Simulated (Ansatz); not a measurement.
input.yaml (Ansatz)

```yaml
crystal:
  lattice:
    - [5.7816569152, 0.0, 0.0]
    - [-2.8908284576, 5.0070617645, 0.0]
    - [0.0, 0.0, 3.3977958456]
  atoms:
    - { symbol: Bi, position: [0.0, 1.0, 0.0] }
    - { symbol: Bi, position: [0.3333333333, 0.6666666667, 0.5] }
    - { symbol: Bi, position: [0.6666666667, 0.3333333333, 0.5] }
hamiltonian:
  xc: r2scan
  pseudopotentials:
    kind: paw
    azcp:
      Bi: "pseudopotentials/Bi.paw.azcp"
basis:
  ecutwfc: 500
  fft_grid_basis: typed
kpoints:
  mp_grid: { grid: [7, 7, 11], shift: [0, 0, 0] }
magnetization:
  spin_polarized: false
scf:
  occupations: { method: fermi_dirac, width: 0.1 }
  lower_state_search: "off"
output:
  stress: true
```

and its output:

```
Engine: ansatz 0.2.0, x86_64-unknown-linux-gnu
Pseudopotentials: kind: paw
Pseudopotential: Bi, paw, valence charge 15, recommended cutoff 500 eV (meta_gga) 
Functional definition: r2SCAN
  parameter k0 = 0.174
  parameter k1 = 0.065
  parameter a1 = 4.9479
  exchange = r2scan_x(k0 = k0, k1 = k1, a1 = a1)
  correlation = r2scan_c
Crystal: 3 atoms, lattice volume = 98.363 Å³
Basis set: ecut = 500 eV, 2497 PW (Γ), exchange–correlation on 180×180×100 points (64 copies of the dense FFT grid, shifted against one another)
Bands: 27, of which v1, the nominal top of the filled ones, is band 23 counted from 1 (22 counted from 0)
Symmetry: 24 space group operations
Space group: P6/mmm (ITA 191), of the structure as read, at distance tolerance 4.6e-5 Å
k-points: 48 of 539
Non-local potential: Bi, projectors of the file, l = 0: 2, l = 1: 2, l = 2: 2, l = 3: 2
PAW form: soft (Blöchl's): semilocal exchange-correlation on the pseudo side does not see the compensation charge
PAW frozen core: Bi, regenerated for the run's functional (the file was generated under x = pbe(κ = 0.804, μ = 0.2195149727645171), c = pbe(β = 0.06672455060314922))
PAW one-centre angular grid: Bi, 590 points (default); XC on 160 Gauss nodes
Initial density: superposition of atomic densities (neutral atoms: chi_scale 0, normalization atom), corrected by the library's trained network
Initial wavefunctions: pseudopotential atomic-orbital guess
Functional: x = r2scan, c = r2scan; τ floored in thin density (d = 2e-4 eV/Å³)
SCF iter   1: F=-37232.423224 eV  HF=-37232.414632 eV  |F-HF|=8.59e-3  |Δ(HF+E_count)|=         —  Δρ=3.29e-3  dr2=9.75e-3  dr2_τ=7.30e-4  ethr=1.77e-3  ⟨swp⟩=6.1  Hψ=5696  notcnv=0
SCF iter   2: F=-37232.428374 eV  HF=-37232.427848 eV  |F-HF|=5.26e-4  |Δ(HF+E_count)|=   1.32e-2  Δρ=1.87e-3  dr2=3.80e-3  dr2_τ=1.17e-4  ethr=2.17e-5  ⟨swp⟩=2.9  Hψ=3115  notcnv=0
SCF iter   3: F=-37232.429910 eV  HF=-37232.429750 eV  |F-HF|=1.60e-4  |Δ(HF+E_count)|=   1.90e-3  Δρ=4.60e-4  dr2=2.99e-4  dr2_τ=7.99e-6  ethr=8.44e-6  ⟨swp⟩=3.0  Hψ=2781  notcnv=0
SCF iter   4: F=-37232.429972 eV  HF=-37232.429951 eV  |F-HF|=2.05e-5  |Δ(HF+E_count)|=   2.01e-4  Δρ=1.58e-4  dr2=3.15e-5  dr2_τ=5.31e-7  ethr=6.64e-7  ⟨swp⟩=2.5  Hψ=2266  notcnv=0
SCF iter   5: F=-37232.429975 eV  HF=-37232.429975 eV  |F-HF|=6.81e-8  |Δ(HF+E_count)|=   2.40e-5  Δρ=2.58e-5  dr2=1.04e-6  dr2_τ=2.55e-8  ethr=6.99e-8  ⟨swp⟩=2.2  Hψ=1897  notcnv=0
SCF iter   6: F=-37232.429976 eV  HF=-37232.429976 eV  |F-HF|=4.56e-8  |Δ(HF+E_count)|=   4.87e-7  Δρ=7.39e-6  dr2=4.92e-8  dr2_τ=3.37e-9  ethr=2.22e-10  ⟨swp⟩=4.0  Hψ=6170  notcnv=0
SCF 1 converged in 6 iterations: F = -37232.429976 eV  dr2 = 4.92e-8
SCF converged after 6 iterations
Free energy (F): -37232.429976 eV
Harris-Foulkes:  -37232.429976 eV  (|F-HF|=4.56e-8)
Internal energy: -37232.352958 eV  (E = F + TS)
E sigma→0 (E₀):  -37232.391467 eV
Entropy (-TS):   -0.077018 eV (-25.673 meV/atom)
Fermi energy:    10.828391 eV
--- Per-component energies (eV) ---
  E_band       = -312.395812
  E_kinetic    = 901.031297
  E_local      = -4332.977172  (includes V_loc(G=0)·N_el)
  E_nonlocal   = 1683.528833
  E_hartree    = 1379.146781
  E_xc         = -420.988333
  E_vxc        = -467.590136  (∫ρ·V_xc dr)
  E_paw        = -32065.912046  (= ΣΔE_a)
  E_vpaw       = -887.332968  (= ΣTr[D̂ρ^β])
  E_aug_tail   = -0.000797  (compensation charges beyond the density's cutoff)
  E_vtau       = 32.658501  (kinetic-family band-sum trace: ∫τ·v_τ [+ j·A + Jᵃ·Aᵃ] dr)
  E_ewald      = -4378.808162
  E_core_change = 2.626642  (= ΣΔE_core)
  E_smearing   = -0.077018  (= −TS)
  E_closure    = -0.000000  (closes the sum)
  Σ components = -37232.429976   (vs F -37232.429976, Δ=0.00e0)
--- Stress (GPa, compression-positive) ---
       -1.998279      -0.000000       0.000000
       -0.000000      -1.998279       0.000000
        0.000000       0.000000      -1.335783
  P = ⅓ Tr σ = -1.7774 GPa (-17.774 kbar)
```

Command:

```sh
ansatz run input.yaml --threads 1 --pin off --max-ram 3584MiB --backend cpu --events-out ev --progress --plain --runs-dir out
```

On 1 thread of Intel(R) Xeon(R) Platinum 8259CL CPU @ 2.50GHz (Skylake/Cascade Lake) (shared host) this took about 23 s of wall time and 23 s of CPU time.
